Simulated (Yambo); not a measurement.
Yambo run on BeO (wurtzite, space group P6_3mc, No. 186). The wavefunctions are PBE (pw.x of Quantum ESPRESSO, ONCV potentials, no spin-orbit coupling) ones on a 6×6×4 mesh (10 occupied bands); a = b = 2.694 Å, c = 4.376 Å, α = β = 90.00°, γ = 120.00°.

Yambo input:

```
rim_cut
gw0
dyson
el_el_corr
HF_and_locXC
ppa
em1d
RandQpts= 1000000
RandGvec= 1 Ry
EXXRLvcs= 88 Ry
VXCRLvcs= 352 Ry
Chimod= "HARTREE"
% BndsRnXp
 3 | 66 |
%
NGsBlkXp= 10 Ry
% LongDrXp
 1.0 | 1.0 | 1.0 |
%
PPAPntXp= 15 eV
% GbndRnge
 1 | 66 |
%
GTermKind= "BG"
DysSolver= "n"
ExtendOut
% QPkrange
 1 | 1 | 10 | 11 |
%
```

k points by index: 1 = Γ.

Table of the .qp output:

```
#    K-point    Band    Eo [eV]    E [eV]    E-Eo [eV]    Vxc [eV]    Vnlxc [eV]    Sc|Eo [eV]    Sc|E [eV]    dSc/dw|Eo [eV]    Re(Z)    Im(Z)
#
    1    10    0.000000    -1.337726    -1.337726    -20.72709    -26.21108    3.841664    4.146264    -6.195604    0.814541    -0.939231E-3
    1    11    7.723278    8.856610    1.133332    -13.57766    -8.363144    -3.882696    -4.081187    -4.765475    0.850970    -0.786921E-3
```
(The two width columns are left out.) Convergence of these settings isn't established.

Geometry of the Materials Project entry, not relaxed at this level.
